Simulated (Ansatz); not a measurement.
TaRu: computed property card

TaRu:
```xyz
2
Lattice="0.0000 2.5737 2.5737 2.5737 0.0000 2.5737 2.5737 2.5737 0.0000" Properties=species:S:1:pos:R:3 pbc="T T T"
Ru     0.0000     0.0000     0.0000
Ta     2.5737     2.5737     2.5737
```

Space group Fm-3m (No. 225), rock salt; conventional cell a = b = c = 5.147 Å, α = β = γ = 90.00°.

Method: the program Ansatz at the PBEsol level (PAW). The cell and atoms are relaxed at this level. Other levels are named where they apply.

Cell and energy:

```yaml
volume_per_atom: 17.05 Å³
density: 13.74 g/cm³
Formation energy from the elements (no fitted shifts): 396 meV/atom
```

Electronic structure:

```yaml
electronic_character: metallic (no gap)
Density of states at the Fermi level: 0.65 states/eV per atom (mean over ±0.08 eV)
Gap with spin–orbit coupling: none (metallic)
```

Mechanics:

```yaml
Bulk modulus (Birch–Murnaghan fit): 218 GPa
Pressure derivative B′: 4.3
Elastic constants (relaxed ions, GPa): C11 = 401, C12 = 128, C44 = -24.0
mechanical_stability: unstable (C has a negative eigenvalue)
```

Phonons:

```yaml
highest_zone_centre_frequency: 176 cm⁻¹
zone_centre_stability: no imaginary mode at Γ
```

The start of the workflow was typed in or built on a structure type; neither database checked (COD, Materials Project) lists it. COD files the formula under space group No. 123, 221, so this cell is another polymorph or a model. Its standing as an ambient phase is unchecked. The PBEsol relaxation kept the symmetry of its start. No spin polarisation was allowed. Its formation energy is positive at this level, so the cell may be metastable or incomplete. As this level gives no gap, shear constants depend on the k-mesh and smearing (Fermi–Dirac, 0.1 eV here). As this level gives no gap, phonon frequencies hold no LO–TO term and depend on the k-mesh and smearing (Fermi–Dirac, 0.1 eV here). The references are the lowest solids computed at this level, not always the standard phases. Spin–orbit coupling is left out wherever it is not named.

Potentials: the later of the program's two PAW sets.
